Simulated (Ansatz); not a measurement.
# HgC2N2S2 (C2/m) by several functionals

All numbers come from the plane-wave code Ansatz. No magnetic order and no zero-point or thermal motion.

The cell is a 7-atom cell of HgC2N2S2 started from a crystallographic database; cell and atoms were relaxed with r2SCAN+rVV10. It is monoclinic, C2/m (No. 12); a = 10.731 Å, b = 3.946 Å, c = 6.335 Å, β = 94.0° in the conventional setting, 19.12 Å³ an atom. Around Hg lie 2 S at 2.43 Å and 4 N at 2.68 Å; around C lie 1 N at 1.17 Å and 1 S at 1.65 Å; around S lie 1 C at 1.65 Å and 1 Hg at 2.43 Å; around N lie 1 C at 1.17 Å and 2 Hg at 2.68 Å.

```
Hg C S N
1.0
     5.36520   -1.97303    0.06257
     5.36520    1.97303    0.06257
    -0.51047    0.00000    6.31462
Hg C S N
1 2 2 2
Direct
  0.00000 0.00000 0.00000
  0.26473 0.26473 0.22266
  0.73527 0.73527 0.77734
  0.12951 0.12951 0.33095
  0.87049 0.87049 0.66905
  0.36239 0.36239 0.15084
  0.63761 0.63761 0.84916
```

Gaps on the r2SCAN+rVV10 cell, each the least over its mesh and the special points:
```tsv
level	k mesh	gap (eV)	kind	edges	least direct gap (eV)
PBE	8×8×4	2.27	indirect	Y₂ → Γ	2.39
PBE+SOC	8×8×4	2.27	indirect	Y₂ → Γ	2.39
r2SCAN	8×8×4	2.60	indirect	Y₂ → Γ	2.72
```
PBE: smearing of 0.02 eV; the others have fixed occupations.
Wave cutoffs: 420 eV, 500 eV (r2SCAN). Set aside, since their points miss a band edge that the other levels read or their mesh is too coarse: HSE06, PBE0.

The r2SCAN gap is indirect, 2.60 eV (Y₂ to Γ), below the direct gap of 2.72 eV at Γ. Spin-orbit coupling changes the PBE gap by 0.00 eV, to 2.27 eV.

Spin-orbit coupling moves the least or the direct gap by up to 0.01 eV, so it can be left out where a tenth of an eV counts. Among these functionals the gap stays indirect.

r2SCAN (ground state on 6×6×4): The clamped-ion dielectric constant comes out as a tensor with principal values 2.79, 3.47, 5.37. Born charges, averaged over directions: Hg +2.22, C +0.77, S -0.60, N -1.29 e.

Only the levels marked +SOC include spin-orbit coupling.
